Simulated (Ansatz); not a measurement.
The start is a randomly generated symmetric cell of Hf (space group No. 164). The structure is fully relaxed (lattice and positions, P = 0) with PBEsol (plane waves to 420 eV, PAW, scalar-relativistic; Ansatz, a quantum-chemistry and plane-wave program). The first steps use a coarse 9×9×11 k-mesh.

Starting cell:
```yaml
crystal:
  lattice:
    - [4.44061, 0.00000, 0.00000]
    - [-2.22030, 3.84568, 0.00000]
    - [0.00000, 0.00000, 2.92008]
  atoms:
    - { symbol: Hf, position: [0.33333, 0.66667, 0.33295] }
    - { symbol: Hf, position: [0.66667, 0.33333, 0.66705] }
```

* **Initial pressure**: +5.3 GPa (positive: the cell is compressed)
* **Largest initial force**: 2.56 eV/Å, on Hf1, Hf2 (atoms numbered as listed)
* **Outcome**: The space group goes from P-3m1 (No. 164) to P6₃/mmc (No. 194); the end is hcp (Mg type), with 2 atoms in the primitive cell
* **Volume change**: -13.4 %, from 24.93 to 21.60 Å³/atom
* **Shortest distances (start → end)**: The closest pairs of elements (up to four, under 3.6 Å), start → end: Hf–Hf 2.74 → 3.09 Å
* **Optimiser moves**: 27

Relaxed structure:

```cif
data_Hf2
_chemical_formula_sum 'Hf2'
_space_group_name_H-M_alt 'P63/mmc'
_space_group_IT_number 194
_space_group_name_Hall '-P 6c 2c'
_cell_length_a 3.15900
_cell_length_b 3.15900
_cell_length_c 4.99976
_cell_angle_alpha 90.000
_cell_angle_beta 90.000
_cell_angle_gamma 120.000
loop_
_atom_site_label
_atom_site_type_symbol
_atom_site_symmetry_multiplicity
_atom_site_Wyckoff_symbol
_atom_site_fract_x
_atom_site_fract_y
_atom_site_fract_z
_atom_site_occupancy
Hf1 Hf 2 c 0.33333 0.66667 0.25000 1
```

Final values are on a 17×17×9 k-mesh of the relaxed cell. No spin polarisation in the result.

The run could not lose the symmetry of its start.
